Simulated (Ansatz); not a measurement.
# CdTe with iodine replacing Te: gradients before and after relaxing the atoms

Start: a supercell of CdTe (zinc blende type, F-43m) built from an entry of the Crystallography Open Database (COD) (the entry's cell lengths or inner coordinates differ somewhat from later room-temperature determinations), with all atoms left at the host's positions.

Space group F-43m (No. 216); a = 19.2300 Å.

| site | Wyckoff | site symmetry | x | y | z |
| --- | --- | --- | --- | --- | --- |
| Cd1 | 16e | .3m | 0.4167 | 0.0833 | 0.4167 |
| Cd3 | 24g | 2.mm | 0.7500 | 0.0833 | 0.7500 |
| Cd5 | 48h | ..m | 0.7500 | 0.9167 | 0.5833 |
| Cd14 | 4d | -43m | 0.7500 | 0.7500 | 0.7500 |
| Cd18 | 16e | .3m | 0.0833 | 0.5833 | 0.9167 |
| I | 4a | -43m | 0.5000 | 0.0000 | 0.5000 |
| Te29 | 48h | ..m | 0.6667 | 0.0000 | 0.6667 |
| Te32 | 16e | .3m | 0.8333 | 0.8333 | 0.6667 |
| Te36 | 16e | .3m | 0.1667 | 0.6667 | 0.8333 |
| Te42 | 24f | 2.mm | 0.0000 | 0.6667 | 0.0000 |

One atom of each set is listed; the run and its k-mesh use a cell of 54 atoms with edges of 13.60, 13.60, 13.60 Å.

Level of theory: DFT, PBE, plane waves and PAW, scalar-relativistic, 420 eV cutoff, Γ-centred 2×2×2 k-points, Fermi–Dirac smearing 0.01 eV, cell charge +1 (Ansatz 0.2.0).

The largest force at the start is 0.97 eV/Å. Relaxing the ions at fixed cell moves them by 0.207 Å at most (atom 2, Cd) and 0.062 Å rms.

```tsv
site	moved (Å)	first shell before	first shell after	V_zz before (10²¹ V/m²)	η before
Cd1	0.207	1 I at 2.78 Å, 3 Te at 2.78 Å	3 Te at 2.74 Å, 1 I at 2.98 Å	8.34	0.00
Cd3	0.002	4 Te at 2.78 Å	4 Te at 2.77–2.79 Å	-0.89	0.34
Cd5	0.035	4 Te at 2.78 Å	4 Te at 2.76–2.78 Å	-0.49	0.99
Cd18	0.018	4 Te at 2.78 Å	4 Te at 2.77 Å	0.086	0.00
I	0.000	4 Cd at 2.78 Å	4 Cd at 2.98 Å	0.00	–
Te29	0.037	4 Cd at 2.78 Å	4 Cd at 2.74–2.79 Å	6.16	0.14
Te32	0.006	4 Cd at 2.78 Å	4 Cd at 2.77 Å	-1.20	0.00
Te36	0.008	4 Cd at 2.78 Å	4 Cd at 2.77 Å	-1.43	0.00
Te42	0.019	4 Cd at 2.78 Å	4 Cd at 2.76–2.77 Å	-0.59	0.39
```

Q: How do the gradients change?

A: 

```json
{"site": "Cd1", "V_zz after": "12.92", "η after": "0.00", "change of V_zz": "+4.58"}
{"site": "Cd3", "V_zz after": "0.64", "η after": "0.29", "change of V_zz": "–"}
{"site": "Cd5", "V_zz after": "-1.12", "η after": "0.82", "change of V_zz": "-0.63"}
{"site": "Cd18", "V_zz after": "-0.55", "η after": "0.00", "change of V_zz": "-0.64"}
{"site": "I", "V_zz after": "0.00", "η after": "–", "change of V_zz": "0.00"}
{"site": "Te29", "V_zz after": "4.14", "η after": "0.05", "change of V_zz": "-2.02"}
{"site": "Te32", "V_zz after": "0.042", "η after": "0.00", "change of V_zz": "+1.25"}
{"site": "Te36", "V_zz after": "-0.50", "η after": "0.00", "change of V_zz": "+0.93"}
{"site": "Te42", "V_zz after": "1.08", "η after": "0.22", "change of V_zz": "–"}
```

The largest change of V_zz along a kept axis is on Cd1, from 8.34 to 12.92. In per cent, |V_zz| changes by +55 on Cd, -65 to -33 on Te (all sites that start above 0.5, bar those whose gradient vanishes or changes sign or whose main axis turns by over 40°). Where |V_zz| stays above 0.1 and the axes keep their order, η moves most on Cd5, from 0.99 to 0.82. V_zz changes sign on Te32 (same axis), Cd18 (same axis). On Cd3, Te42 the largest principal value lies along another axis in the second run, so the two V_zz can't be compared directly. Other sites without a gradient aren't listed.

The defect repeats with the cell of 54 atoms, so it feels its images: sites between two images don't show the values beside a lone defect, and zeros or small values of η there can come from the images' arrangement. A uniform background compensates the cell's charge. Without spin–orbit coupling the gradients at and beside I and Te can be off by some per cent, at some sites by more.
Before: With a gap of 0.8 eV on this mesh, small gradients can still move by 0.1 × 10²¹ V/m² or more as the k-mesh gets denser. The neighbours have not yet relaxed around the defect (largest force 0.97 eV/Å), so a real crystal will differ.
After: The relaxation keeps the site symmetry -43m of the start, so the impurity can't leave its site; a start off the site could end lower. With a gap of 0.9 eV on this mesh, small gradients can still move by 0.1 × 10²¹ V/m² or more as the k-mesh gets denser.
